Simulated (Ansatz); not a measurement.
The end point of a relaxation of Li. Space group Im-3m (No. 229), bcc (W type). All values below come from r2SCAN (plane waves to 500 eV, PAW, scalar-relativistic; Ansatz, a program for electronic structure).

```xyz
1
Lattice="-1.7387 1.7387 1.7387 1.7387 -1.7387 1.7387 1.7387 1.7387 -1.7387" Properties=species:S:1:pos:R:3 pbc="T T T"
Li     0.0000     0.0000     0.0000
```

```yaml
volume_per_atom: 21.03 Å³
band_gap: no gap (metallic)
shortest_distances: Li–Li 3.01 Å
k-mesh: 19×19×19
```

No spin polarisation in the result.

The run could not lose the symmetry of its start.
